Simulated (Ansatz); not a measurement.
# Several inputs for CO2

Cell: a COD entry, ions relaxed with PBE at fixed cell.

Space group Pa-3 (No. 205); a = 5.6300 Å.

```
site  Wyckoff  site symmetry       x       y       z
   C       4a           .-3.  0.0000  0.0000  0.0000
   O       8c            .3.  0.1198  0.1198  0.1198
```

One atom of each set is listed.

Reference run. All values are calculated (Ansatz; DFT, PBE, plane waves and PAW, scalar-relativistic, 420 eV cutoff, Γ-centred 4×4×4 k-points, Fermi–Dirac smearing 0.02 eV), not measured.

It gives V_zz (10²¹ V/m²) O 7.17 (η 0.00), C -2.92 (η 0.00). Each of these runs changes the input as listed (caps on SCF iterations aside):

A. hamiltonian.xc: pbe → r2scan
B. scf.eigensolver.kind: not typed → davidson; basis.precision: not typed → f64

Question: Which of these changes matter for the gradients?

Answer: 

```tsv
run	O V_zz (η)	C V_zz (η)	largest change of a gradient tensor, all atoms	note
A	7.73 (0.00)	-3.55 (0.00)	0.63	converged; cutoff taken 500 eV
B	7.17 (0.00)	-2.92 (0.00)	0.00	converged
```

Run A moves them most, on C (V_zz from -2.92 to -3.55).

On the reference run: The database entry as given showed forces above 3 eV/Å or a pressure above 30 GPa, though relaxing it moves no atom far.
